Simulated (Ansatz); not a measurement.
GaMo3N (anti-perovskite, space group No. 221) at seven volumes, PBE in the plane-wave PAW code Ansatz, scaled uniformly. One row is withheld.

```csv
V (Å³/atom),P (GPa)
12.572,28.26
12.986,?
13.400,7.92
13.815,0.00
14.229,-6.71
14.644,-12.40
15.058,-17.22
```

Fit the shown pressures and predict the withheld one.

Third-order Birch–Murnaghan: P = (3/2)B₀(x^(7/2) − x^(5/2))[1 + (3/4)(B′ − 4)(x − 1)] with x = (V₀/V)^(2/3). Least squares on the six rows gives V₀ = 13.815 Å³/atom, B₀ = 242.4 GPa, B′ = 4.49. At V = 12.986, x = 1.0421 and P = 17.24 GPa. The run itself gave 17.25 GPa.

Space group Pm-3m (anti-perovskite). The start of the workflow was typed in or built on a structure type; neither database checked (COD, Materials Project) lists it. Its standing as an ambient phase is unchecked. The PBE relaxation kept the symmetry of its start; whether a distortion lowers the energy is not shown. The workflow began spin-polarised and lost its moments. The volume moved by 15 % from the start of the relaxation.

Potentials: the later of the program's two PAW sets.
